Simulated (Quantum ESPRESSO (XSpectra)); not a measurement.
**Ga K-edge X-ray absorption spectrum (XANES) of ZnInGaO4 (R3m)**

```
GaInZnO4
1.0
    1.68032     0.97014     8.71341
   -1.68032     0.97014     8.71341
    0.00000    -1.94027     8.71341
Zn In Ga O
1 1 1 4
Direct
  0.21838   0.21838   0.21838
  0.00277   0.00277   0.00277
  0.78704   0.78704   0.78704
  0.29514   0.29514   0.29514
  0.71136   0.71136   0.71136
  0.12172   0.12172   0.12172
  0.86360   0.86360   0.86360
```

Geometry: Materials Project entry mp-1215688 (a computed structure). The cell is the entry's, not relaxed again.

Absorber: atom 3, Ga on Wyckoff site a (site symmetry 3m), with 3 O at 1.94 Å, 1 O at 1.98 Å, 1 O at 2.00 Å.

All values are from Quantum ESPRESSO (XSpectra) (LDA, full core hole, dipole K-edge X-ray absorption, plane waves, Troullier-Martins potentials made with ld1.x and PseudoDojo potentials for the other elements (Perdew-Zunger form enforced), scalar-relativistic, no spin, constant broadening).

49-atom cell (absorber images 8.9 Å apart), 70 Ry, k meshes 2×2×2 (SCF) and 2×2×2 (spectrum), Lorentzian half width 1.5 eV. The ground-state test found a gap, so occupations are fixed and the excited electron is left out (charged cell on a uniform background); energies count from the highest occupied level. Field directions run: x; z, weighted by the site's symmetry in the crystal. Intensities are scaled to a mean of 1 over 0–35 eV.

```
E (eV) | intensity (scaled)
     -5.0 | # 0.07
     -4.5 | # 0.08
     -4.0 | # 0.09
     -3.5 | # 0.09
     -3.0 | # 0.10
     -2.5 | # 0.11
     -2.0 | ## 0.12
     -1.5 | ## 0.14
     -1.0 | ## 0.16
     -0.5 | ## 0.18
      0.0 | ## 0.20
      0.5 | ### 0.23
      1.0 | ### 0.28
      1.5 | #### 0.33
      2.0 | ##### 0.41
      2.5 | ###### 0.51
      3.0 | ######## 0.65
      3.5 | ########## 0.84
      4.0 | ############# 1.05
      4.5 | ############### 1.23
      5.0 | ################# 1.35
      5.5 | ################## 1.42
      6.0 | ################## 1.49
      6.5 | #################### 1.60
      7.0 | ###################### 1.75
      7.5 | ######################## 1.92
      8.0 | ########################## 2.10
      8.5 | ############################ 2.27
      9.0 | ############################## 2.39
      9.5 | ############################## 2.43
     10.0 | ############################# 2.35
     10.5 | ########################### 2.18
     11.0 | ######################## 1.94
     11.5 | ##################### 1.69
     12.0 | ################## 1.45
     12.5 | ################ 1.26
     13.0 | ############## 1.10
     13.5 | ############ 0.98
     14.0 | ########### 0.89
     14.5 | ########## 0.85
     15.0 | ########## 0.84
     15.5 | ########### 0.85
     16.0 | ########### 0.90
     16.5 | ############ 0.98
     17.0 | ############# 1.07
     17.5 | ############## 1.14
     18.0 | ############## 1.17
     18.5 | ############## 1.14
     19.0 | ############# 1.08
     19.5 | ############ 1.00
     20.0 | ########### 0.92
     20.5 | ########### 0.86
     21.0 | ########## 0.81
     21.5 | ########## 0.78
     22.0 | ######### 0.76
     22.5 | ######### 0.74
     23.0 | ######### 0.72
     23.5 | ######### 0.71
     24.0 | ######### 0.71
     24.5 | ######### 0.71
     25.0 | ######### 0.71
     25.5 | ######### 0.71
     26.0 | ######### 0.73
     26.5 | ######### 0.74
     27.0 | ######### 0.75
     27.5 | ######### 0.75
     28.0 | ######### 0.75
     28.5 | ######### 0.74
     29.0 | ######### 0.73
     29.5 | ######### 0.72
     30.0 | ######### 0.69
     30.5 | ######## 0.65
     31.0 | ####### 0.60
     31.5 | ####### 0.56
     32.0 | ###### 0.52
     32.5 | ###### 0.50
     33.0 | ###### 0.48
     33.5 | ###### 0.47
     34.0 | ###### 0.47
     34.5 | ###### 0.48
```

The absolute edge energy is not computed.
